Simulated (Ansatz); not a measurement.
Two-dimensional strain map in TiSi

Theory: DFT PBEsol, scalar-relativistic, plane waves, PAW (Ansatz). Cutoff 420 eV, Γ-centred 18×18×12 k-points, Gaussian smearing of 0.15 eV. No spin polarisation. Energies are free energies at this smearing, counted from the undisturbed cell; pressure is positive in compression.

Zero of the scan (as given, not relaxed at this level; it stands at -4.3 GPa, and it needn't be the usual structure):

```xyz
2
Lattice="1.8162 -2.1176 0.0000 1.8162 2.1176 0.0000 0.0000 0.0000 3.8039" Properties=species:S:1:pos:R:3 pbc="T T T"
Ti    1.8162    0.0000    0.0000
Si    0.0000    0.0000    1.9020
```

The cell is strained by p along both x and y and by q along z, fractional coordinates fixed. Points are written (p, q).

p was sampled at -0.030, -0.015, 0.000, 0.015, 0.030 and q at -0.030, -0.015, 0.000, 0.015, 0.030.

Question: Where on the computed points is the energy highest, and how high?

Answer: At (0.030, 0.030): 79.7 meV/atom.

Question: Away from (0, 0), which computed point is lowest?

Answer: (-0.015, 0.000): -6.7 meV/atom.

The map, in meV/atom:

```
 p \ q  -0.030  -0.015  0.000  0.015  0.030
-0.030    18.1     5.4   -1.1   -1.9    2.4
-0.015     2.4    -5.0   -6.7   -3.0    5.7
 0.000    -0.4    -2.9    0.0    7.9   20.5
 0.015     8.1    10.3   17.5   29.3   45.5
 0.030    26.6    33.2   44.5   60.1   79.7
```